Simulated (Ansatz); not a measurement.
A relaxed structure of Sn is spoiled in several ways and relaxed again each time (noise and exchanges are one random draw each; pressure is positive under compression). These are PBEsol (plane waves to 420 eV, PAW, scalar-relativistic; Ansatz, a quantum-chemistry and plane-wave program) values and carry that method's errors.

Space group I4₁/amd, origin choice 1 (No. 141); a = b = 5.8331 Å, c = 3.1580 Å, α = β = γ = 90.00°

| atom | site | symmetry | x | y | z |
|---|---|---|---|---|---|
| Sn | 4a | -4m2 | 0.0000 | 0.0000 | 0.0000 |
(The calculation used a cell of 2 atoms; values per cell refer to that cell.)

```tsv
change	first pressure (GPa)	largest first force (eV/Å)	released (eV/atom)	moves	outcome	final group	E − E(parent) (eV/atom)
with every coordinate shifted by Gaussian noise of σ = 0.1 Å	0.2	0.42	0.01	17	same energy, other cell	Imma	0.00
with every coordinate shifted by Gaussian noise of σ = 0.1 Å	0.4	0.52	0.02	13	same energy, other cell	Imma	0.00
```

First-step values come from each run's starting, coarser k-mesh (12×12×8). The runs use different k-meshes, so differences are rounded accordingly. No spin polarisation in the result.
